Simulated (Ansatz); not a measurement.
# MoS$_{2}$: computed property card

MoS₂:
```yaml
crystal:
  lattice:
    - [3.12776, 0.00000, 0.00000]
    - [-1.56388, 2.70872, 0.00000]
    - [0.00000, 0.00000, 12.19935]
  atoms:
    - { symbol: Mo, position: [0.00000, 0.00000, 0.25000] }
    - { symbol: Mo, position: [0.00000, 0.00000, 0.75000] }
    - { symbol: S, position: [0.33333, 0.66667, 0.37714] }
    - { symbol: S, position: [0.66667, 0.33333, 0.62286] }
    - { symbol: S, position: [0.66667, 0.33333, 0.87714] }
    - { symbol: S, position: [0.33333, 0.66667, 0.12286] }
```

Space group P6_3/mmc (No. 194); conventional cell a = b = 3.128 Å, c = 12.199 Å, α = β = 90.00°, γ = 120.00°.

Method: LDA in the plane-wave PAW code Ansatz. Structure relaxed to zero pressure with the same functional. Other levels are named where they apply.

### Cell and energy

```json
{
  "volume_per_atom": "17.23 Å³",
  "density": "5.14 g/cm³",
  "Formation energy from the elements (no fitted shifts)": "-1.01 eV/atom"
}
```

### Electronic structure

```json
{
  "band_gap": "0.81 eV (indirect)",
  "valence_band_maximum": "at Γ",
  "conduction_band_minimum": "on the K–Γ line, 44 % of the way from K (6 equivalent valleys)",
  "smallest_direct_gap_on_the_standard_path": "1.80 eV",
  "electron_effective_mass": "0.45, 0.59, 0.79 mₑ (principal values)",
  "hole_effective_mass": "0.74, 0.74, 0.81 mₑ (principal values)"
}
```

### Mechanics

```json
{
 "Elastic constants (relaxed ions, GPa)": "C11 = 239, C12 = 62.8, C13 = 17.2, C33 = 33.0, C44 = 10.5",
 "mechanical_stability": "stable (all eigenvalues of C positive)",
 "hill_bulk_and_shear_moduli": "54.8 and 34.2 GPa",
 "Young's modulus": "84.8 GPa",
 "Poisson's ratio": "0.24",
 "debye_temperature_from_the_elastic_constants": "329 K"
}
```

### Dielectric response

```json
{
 "Electronic dielectric constant ε∞ (DFPT)": "15.4 (xx = yy), 7.06 (zz)",
 "Static dielectric constant ε0 (ions relaxed, cell fixed)": "15.6 (xx = yy), 7.11 (zz)",
 "Born charges (a third of the trace)": "Mo -0.97, S +0.48 e"
}
```

### Phonons

```json
{
  "Highest zone-centre frequency (without LO–TO term)": "477 cm^-1",
  "zone_centre_stability": "no imaginary mode at Γ",
  "dynamical_stability_on_the_path": "stable (no imaginary branch)",
  "zero_point_energy": "55.3 meV/atom",
  "Vibrational entropy at 300 K": "20.9 J/(K·mol of atoms)"
}
```

The workflow started from a Materials Project entry (that database holds measured and hypothetical structures alike). Its sites differ from those of the usual phase in this space group: another stacking or structure type. The cell was relaxed with LDA under the symmetry of its start. The run is not spin-polarised. A crystal of weakly bound layers computed without a dispersion correction: the cell and the soft elastic constants depend strongly on that. The references are the lowest solids computed at this level, not always the standard phases. Scalar-relativistic: spin–orbit coupling is off unless named, which matters more the heavier the elements.

Potentials: the earlier of the program's two PAW sets. The files were generated under PBE; for other functionals the program regenerates the frozen cores, and for LDA and PBEsol the local potential too.
